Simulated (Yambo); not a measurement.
```xyz
8
Lattice="4.4413 0.0000 0.0000 0.0000 3.9350 0.0000 -1.9279 0.0000 6.1175" Properties=species:S:1:pos:R:3 pbc="T T T"
H     -1.7053     0.9837     5.6721
H      4.2187     2.9512     0.4454
O      0.1758     0.9837     2.8263
O      2.3377     2.9512     3.2912
O     -0.7420     0.9837     5.7465
O      3.2554     2.9512     0.3710
La     0.1332     2.9512     4.2407
La     2.3802     0.9837     1.8768
```

LaO$_{2}$H (space group P2_1/m, No. 11): mean Im ε in 1 eV windows above the direct gap of 5.55 eV, for different electron-hole kernels (Yambo, broadening 0.15 eV, PBEsol (Quantum ESPRESSO, PseudoDojo norm-conserving, 110 Ry, no spin-orbit coupling) bands; 4×4×4 mesh, 10 valence and 22 conduction bands, static screening with 63 bands and a 3 Ry block, scissor 1.53 eV, Tamm-Dancoff; field along x).

```csv
window (eV),independent quasiparticles,RPA (no attraction),BSE
5.6 to 6.6,0.9,0.7,3.6
6.6 to 7.6,3.3,3.0,3.6
7.6 to 8.6,3.3,3.2,4.9
8.6 to 9.6,3.8,3.5,4.0
```

This run doesn't resolve bound excitons or single peaks, so only averages are given, and they too depend on the mesh; weight that the attraction moves below the gap isn't listed. All transitions below 9.84 eV are in the band window. The scissor comes from a G0W0 run whose convergence isn't established.

The 4f states are in the valence at their DFT position.

Geometry of the Materials Project entry, not relaxed at this level.

The structure is a Materials Project entry; no match was found in the copy of COD used, and its stability was not checked.
